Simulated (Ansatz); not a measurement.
# MoS2: reading a single point

```yaml
crystal:
  lattice:
    - [3.19780, 0.00000, 0.00000]
    - [-1.59890, 2.76937, 0.00000]
    - [0.00000, 0.00000, 12.43812]
  atoms:
    - { symbol: Mo, position: [0.33333, 0.66667, 0.25000] }
    - { symbol: Mo, position: [0.66667, 0.33333, 0.75000] }
    - { symbol: S, position: [0.33333, 0.66667, 0.62750] }
    - { symbol: S, position: [0.66667, 0.33333, 0.12750] }
    - { symbol: S, position: [0.33333, 0.66667, 0.87250] }
    - { symbol: S, position: [0.66667, 0.33333, 0.37250] }
```

Single point in Ansatz 0.2.0 with PBE, with U_eff = 3.79 eV on Mo d (all-electron-ortho-atomic projectors), spin-orbit coupling. Cutoff 420 eV, PAW datasets, 8×8×2 Γ-centred k mesh, fermi-dirac filling (width 0.0714 eV).

The state carries no moments; the state need not be the lowest.

Forces: The largest is on S3 (and as large on other atoms): 0.59 eV/Å, components (0.00, 0.00, -0.59). It makes 130° with the line to a nearest neighbour, Mo2 at 2.39 Å.
Stress: The pressure is 3.3 GPa (compression positive), so with the atoms held at these fractions the cell would first expand. The principal stresses 1.4, 1.4, 7.1 GPa differ, so its shape would change too.
Charges: Bader charges in e: Mo +1.25, S -0.62. In the mean Mo gives up most and S takes most.
Band edges: Within 0.7 eV of the edges, the states project mainly on Mo d (53 %) and S p (41 %) below the gap and on Mo d (69 %) and S p (26 %) above it.
Electronic structure: The gap is 0.61 eV, indirect (the least direct gap found is 1.21 eV).

Origin: a database entry at a rescaled volume. Caveats: the mesh misses a band edge that the path finds; the SCF threshold is loose for a stress.
